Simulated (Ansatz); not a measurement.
# Every step of a relaxation of Y

DFT, LDA, PAW with Ansatz's default frozen-core files, scalar-relativistic (Ansatz 0.2.0); a Γ-centred 16×16×9 k mesh, Fermi–Dirac smearing of 0.05 eV, no spin polarisation. The run relaxes cell and atoms at a target pressure of 0 GPa.

Command: `ansatz run input.yaml --threads 1 --pin off --max-ram 3072MiB --backend cpu --events-out ev --progress --plain --runs-dir out` It took 33 s on 1 thread of Intel(R) Xeon(R) Platinum 8488C (Sapphire Rapids), on a shared host, peak memory 0.46 GiB.

PAW: frozen-core files, cutoff 420 eV; forces are relaxed below 0.003 eV/Å.

Each step lists its free energy a cell above the last geometry, the pressure, the cell vectors (Å), and Cartesian positions (Å) with forces (eV/Å).

The first step:

```
step 1  dF = 78.41 meV  P = -3.79 GPa
  cell 3.6474 0.0000 0.0000  -1.8237 3.1587 0.0000  0.0000 0.0000 5.7306
  Y 0.0000 2.1058 1.4326   0.0000 0.0000 0.0000
  Y 1.8237 1.0529 4.2980   0.0000 0.0000 0.0000
```

The PAW files were made under PBE.

**Question.** Where does the relaxation end, and by which steps?

**Answer.** After 3 geometries, with conventional a, b, c = 3.541, 3.541, 5.514 Å, at 29.947 Å³/atom (-9.28 % against the start) in space group P6_3/mmc, with a shortest distance of 3.433 Å. The further steps:
```
step 2  dF = 0.01 meV  P = 0.04 GPa
  cell 3.5409 0.0000 0.0000  -1.7705 3.0665 0.0000  0.0000 0.0000 5.5104
  Y 0.0000 2.0444 1.3776   0.0000 0.0000 0.0000
  Y 1.7705 1.0222 4.1328   0.0000 0.0000 0.0000
step 3  dF = 0.00 meV  P = -0.01 GPa
  cell 3.5414 0.0000 0.0000  -1.7707 3.0670 0.0000  0.0000 0.0000 5.5144
  Y 0.0000 2.0447 1.3786   0.0000 0.0000 0.0000
  Y 1.7707 1.0223 4.1358   0.0000 0.0000 0.0000
step 4  dF = 0.12 meV  P = 0.00 GPa  (same geometry on a basis chosen anew; earlier energies don't compare to the last digit)
  cell 3.5414 0.0000 0.0000  -1.7707 3.0670 0.0000  0.0000 0.0000 5.5144
  Y 0.0000 2.0447 1.3786   0.0000 0.0000 0.0000
  Y 1.7707 1.0223 4.1358   0.0000 0.0000 0.0000
```
